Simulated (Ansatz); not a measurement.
A distorted cell of SnO$_{2}$ (rutile):

```
SnO2
1.0
    4.94535     0.00000     0.00000
    0.00000     4.94535     0.00000
    0.00000     0.00000     3.31691
Sn O
2 4
Direct
  0.00000   0.00000   0.00000
  0.50000   0.50000   0.50000
  0.30868   0.30868   0.00000
  0.80868   0.19132   0.50000
  0.19132   0.80868   0.50000
  0.69132   0.69132   0.00000
```

Level of theory: PBE (plane waves to 420 eV, PAW, scalar-relativistic; Ansatz, a quantum-chemistry and plane-wave program). k mesh 7×7×10 (Γ-centred), Fermi-Dirac smearing 0.05 eV. Energies are smeared free energies. Stress and pressure are positive under compression. SnO2 was relaxed with its symmetry unable to fall. The PAW data are Ansatz's earlier set.

Task: What is the stress tensor (GPa)?

Result: 
```
   -9.3      0.0      0.0
    0.0     -9.3      0.0
    0.0      0.0    -12.9
```
The pressure, a third of the trace, is -10.5 GPa.

Task: It is the relaxed cell scaled evenly to V/V₀ = 1.075, atoms relaxed where free. What is its energy relative to the relaxed cell?

Result: 33.5 meV/atom.

(Under strain, the slope of the energy per volume gives the stress and its curvature an elastic modulus.)
